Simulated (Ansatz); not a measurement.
input.yaml (Ansatz)

```yaml
crystal:
  lattice:
    - [0.0, 1.9109483252, 1.9109483252]
    - [1.9109483252, 0.0, 1.9109483252]
    - [1.9109483252, 1.9109483252, 0.0]
  atoms:
    - { symbol: Os, position: [0.0, 0.0, 0.0] }
hamiltonian:
  xc: pbesol
  pseudopotentials:
    kind: paw
    azcp:
      Os: "pseudopotentials/Os.paw.azcp"
basis:
  ecutwfc: 420
  fft_grid_basis: typed
kpoints:
  mp_grid: { grid: [23, 23, 23], shift: [0, 0, 0] }
magnetization:
  spin_polarized: false
scf:
  occupations: { method: fermi_dirac, width: 0.1 }
```

and its output:

```
Warning: the record states the generating functional pbe (its physics header spells it `PBE`), which answers neither for hamiltonian.xc's functional nor for the pbesol family's — results may be inconsistent (PPs are generated against a specific XC)
Engine: ansatz 0.2.0, aarch64-unknown-linux-gnu
Pseudopotentials: kind: paw
Pseudopotential: Os, paw, valence charge 16, recommended cutoff 420 eV (normal) 
Functional definition: PBEsol
  exchange = pbesol_x
  correlation = pbesol_c
Crystal: 1 atoms, lattice volume = 13.957 Å³
Basis set: ecut = 420 eV, 283 PW (Γ)
Bands: 12, of which v1, the nominal top of the filled ones, is band 8 counted from 1 (7 counted from 0)
Symmetry: 48 space group operations
Space group: Fm-3m (ITA 225), of the structure as read, at distance tolerance 2.4e-5 Å
k-points: 364 of 12167
Non-local potential: Os, projectors of the file, l = 0: 3, l = 1: 2, l = 2: 2, l = 3: 1
PAW form: soft (Blöchl's): semilocal exchange-correlation on the pseudo side does not see the compensation charge
PAW frozen core: Os, regenerated for the run's functional, and the local potential with it (the file was generated under x = pbe(κ = 0.804, μ = 0.2195149727645171), c = pbe(β = 0.06672455060314922))
PAW one-centre angular grid: Os, 590 points (default); XC on 64 Gauss nodes
Initial density: superposition of atomic densities (neutral atoms: chi_scale 0, normalization atom), corrected by the library's trained network
Initial wavefunctions: pseudopotential atomic-orbital guess
Functional: x = pbesol(κ = 0.804, μ = 0.12345679012345678), c = pbesol(β = 0.046)
SCF iter   1: F=—  HF=-11250.929858 eV  |F-HF|=—  |Δ(HF+E_count)|=         —  Δρ=5.59e-3  dr2=7.93e-4  ethr=1.77e-3  ⟨swp⟩=5.0  Hψ=21885  notcnv=0
SCF iter   2: F=—  HF=-11250.929426 eV  |F-HF|=—  |Δ(HF+E_count)|=   4.33e-4  Δρ=2.73e-3  dr2=1.60e-4  ethr=4.95e-6  ⟨swp⟩=2.2  Hψ=8681  notcnv=0
SCF iter   3: F=—  HF=-11250.929581 eV  |F-HF|=—  |Δ(HF+E_count)|=   1.56e-4  Δρ=2.57e-4  dr2=1.83e-6  ethr=1.00e-6  ⟨swp⟩=1.9  Hψ=5769  notcnv=0
SCF iter   4: F=—  HF=-11250.929582 eV  |F-HF|=—  |Δ(HF+E_count)|=   5.04e-7  Δρ=3.73e-5  dr2=7.33e-8  ethr=1.15e-8  ⟨swp⟩=2.1  Hψ=6896  notcnv=0
iter 5 did not close the SCF: its close was put off for the readings that it lacked (scf_convergence_deferred on its scf_iter line)
SCF iter   5: F=-11250.929582 eV  HF=-11250.929582 eV  |F-HF|=9.84e-9  |Δ(HF+E_count)|=  2.35e-10  Δρ=1.18e-5  dr2=1.52e-8  ethr=4.58e-10  ⟨swp⟩=2.1  Hψ=6931  notcnv=0
SCF iter   6: F=-11250.929582 eV  HF=-11250.929582 eV  |F-HF|=9.64e-11  |Δ(HF+E_count)|=   5.02e-9  Δρ=1.35e-6  dr2=1.72e-10  ethr=9.53e-11  ⟨swp⟩=1.0  Hψ=11673  notcnv=0
SCF 1 converged in 6 iterations: F = -11250.929582 eV  dr2 = 1.72e-10
SCF converged after 6 iterations
Free energy (F): -11250.929582 eV
Harris-Foulkes:  -11250.929582 eV  (|F-HF|=9.64e-11)
Internal energy: -11250.903452 eV  (E = F + TS)
E sigma→0 (E₀):  -11250.916517 eV
Entropy (-TS):   -0.026130 eV (-26.130 meV/atom)
Fermi energy:    25.819704 eV
--- Per-component energies (eV) ---
  E_band       = -66.139639
  E_kinetic    = 562.493135
  E_local      = -783.227141  (includes V_loc(G=0)·N_el)
  E_nonlocal   = 1.425342
  E_hartree    = 324.636573
  E_xc         = -265.388690
  E_vxc        = -283.970364  (∫ρ·V_xc dr)
  E_paw        = -8879.986835  (= ΣΔE_a)
  E_vpaw       = -212.133274  (= ΣTr[D̂ρ^β])
  E_aug_tail   = -0.000096  (compensation charges beyond the density's cutoff)
  E_ewald      = -2211.103673
  E_core_change = 0.247933  (= ΣΔE_core)
  E_smearing   = -0.026130  (= −TS)
  E_closure    = 0.000000  (closes the sum)
  Σ components = -11250.929582   (vs F -11250.929582, Δ=0.00e0)
```
